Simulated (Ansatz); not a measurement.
Input deck for Ansatz 0.2.0, then the block of the output on the nuclei.

The cell is an entry of the Crystallography Open Database (COD), relaxed with PBE at fixed cell and then changed (z stretched by 3 %, ions relaxed).

```yaml
crystal:
  lattice:
    - [4.9727, 0.0, 0.0]
    - [0.0, 4.9727, 0.0]
    - [0.0, 0.0, 7.133471]
  atoms:
    - { symbol: Si, position: [0.3054898824, 0.3054898824, 0.0] }
    - { symbol: Si, position: [0.1945101176, 0.8054898824, 0.25] }
    - { symbol: Si, position: [0.6945101176, 0.6945101176, 0.5] }
    - { symbol: Si, position: [0.8054898824, 0.1945101176, 0.75] }
    - { symbol: O, position: [0.2364502689, 0.1166507237, 0.1851608675] }
    - { symbol: O, position: [0.3833492763, 0.7364502689, 0.4351608675] }
    - { symbol: O, position: [0.7635497311, 0.8833492763, 0.6851608675] }
    - { symbol: O, position: [0.6166507237, 0.2635497311, 0.9351608675] }
    - { symbol: O, position: [0.7364502689, 0.3833492763, 0.5648391325] }
    - { symbol: O, position: [0.8833492763, 0.7635497311, 0.3148391325] }
    - { symbol: O, position: [0.2635497311, 0.6166507237, 0.0648391325] }
    - { symbol: O, position: [0.1166507237, 0.2364502689, 0.8148391325] }
kpoints:
  mp_grid: { grid: [6, 6, 5] }
scf:
  occupations: { method: fermi_dirac, width: 0.02 }
hamiltonian:
  xc: pbe
  pseudopotentials: { kind: paw }
output:
  forces: true
  stress: true
  populations: true
  efg: { quadrupole_moments_barn: { O: -0.02558 }, contact_densities: true }
relax:
  f_tol: 0.02
  max_steps: 60
```

```sh
ansatz run input.yaml --threads 4 --pin off --max-ram 8192MiB --backend cpu --events-out ev --progress --plain --runs-dir out
```

The run relaxes the ions first, and the block belongs to the relaxed positions.

Of the output, the block on the nuclei alone is shown; the set-up, the SCF iterations, energies, forces and stress are cut. One atom of each set with nearly equal values is shown.

```
--- PAW observables at the nuclei: V_zz in 10²¹ V/m², potentials from the cell's mean, atoms counted from 1 ---
  atom   1  Si V_zz =    -0.611764   η = 0.2911   by run symmetry: allowed
            electrostatic potential = -1353.252022 V   contact ρ = 12801.233186 e/Å³
  atom   5  O  V_zz =    +9.624090   η = 0.1351   by run symmetry: allowed   C_q = -5.9527 MHz
            electrostatic potential = -617.743488 V   contact ρ = 2153.651839 e/Å³
```

The relaxation (4 steps) took 20 s of wall time (78 s of CPU time) and 0.59 GiB at its peak, on 4 threads of Arm Neoverse V1 (aarch64; 8 cores open to the job, memory cap 8.0 GiB, no GPU), a shared host with a load of 0.5 a core.
